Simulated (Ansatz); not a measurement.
Consider the following.

GaP:
Space group F-43m (No. 216); a = b = c = 5.5066 Å, α = β = γ = 90.00°

```
atom  site  symmetry       x       y       z
----  ----  --------  ------  ------  ------
Ga      4a      -43m  0.0000  0.0000  0.0000
P       4c      -43m  0.2500  0.2500  0.2500
```
(The calculation used a cell of 2 atoms; values per cell refer to that cell.)

This is the PBE-relaxed structure.

### Question
All from plane-wave PAW PBE (Ansatz code), unless another level is named. Give the formation energy from the elements (no fitted shifts).

### Answer
-0.43 eV/atom.

### Question
And the gap with spin–orbit coupling?

### Answer
1.55 eV.

### Question
Predict the hole effective mass with spin–orbit coupling, band 1 of 2 at the edge.

### Answer
0.39 along [100], 0.73 along [110], 0.93 along [111] (mₑ).

### Question
Predict the valence-band maximum.

### Answer
at Γ.

The PBE relaxation kept the symmetry of its start. The references are the lowest solids computed at this level, not always the standard phases. Spin–orbit coupling is left out wherever it is not named.

Potentials: the earlier of the program's two PAW sets.
